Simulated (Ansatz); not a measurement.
## Mg3CdS4 (I4/mmm) at 2 levels of theory

One geometry, relaxed with PBE; plane waves with PAW potentials in Ansatz, scalar-relativistic. No spin polarisation. Gaps are the least over mesh and band path; pressure is positive in compression.

```
Mg Cd S
1.0
    -2.65309    2.65309    5.31623
     2.65309   -2.65309    5.31623
     2.65309    2.65309   -5.31623
Mg Cd S
3 1 4
Direct
  0.00000 0.00000 0.00000
  0.75000 0.25000 0.50000
  0.25000 0.75000 0.50000
  0.50000 0.50000 0.00000
  0.75783 0.75783 0.00000
  0.24217 0.24217 0.00000
  0.50000 0.00000 0.50000
  0.00000 0.50000 0.50000
```

```csv
level,cutoff (eV),k mesh,gap (eV),pressure (GPa)
PBE,420,8×8×8,0.95,0.0
```

What comes out on the same cell with r2SCAN?

| level | cutoff (eV) | k mesh | gap (eV) | pressure (GPa) |
| --- | --- | --- | --- | --- |
| r2SCAN | 500 | 8×8×8 | 1.47 | -1.3 |

The structure comes from a generated guess; another structure or a mixture of phases may lie lower.
